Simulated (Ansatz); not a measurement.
InHO2 in space group Pnnm (No. 58; In on 2a, H on 2c, O on 4g), plane-wave PAW r²SCAN (Ansatz code), all energies at zero smearing, with the estimated change up to a 700 eV cutoff added, with one set of potentials and settings (totals compare only within such a set). Cell of 8 atoms (2 In, 2 H, 4 O): -13531.951 eV.

| element | reference phase | E (eV/atom) |
|---|---|---|
| In | I4/mmm, 1 atoms in the cell | -5611.8204 |
| H | P2_12_12_1, 8 atoms in the cell | -15.9458 |
| O | C2/m, 4 atoms in the cell, spin-polarised | -566.0281 |

Formation energy per atom, worked out: (-13531.951 − 2×(-5611.8204) − 2×(-15.9458) − 4×(-566.0281))/8 = -1.538 eV/atom (-148 kJ per mol of atoms), at 0 K, without zero-point energy or fitted corrections.

The first step of the workflow began from a Materials Project structure, measured or hypothetical; the Crystallography Open Database copy checked does not list it. COD files the formula under space group No. 31, so this cell is another polymorph or a model. Whether it is the stable phase at ambient conditions was not checked. The r²SCAN relaxation kept the symmetry of its start; whether a distortion lowers the energy is not shown. The references are the lowest solids computed at this level, not always the standard phases (solids in place of the gases).

Potentials: the later of the program's two PAW sets.
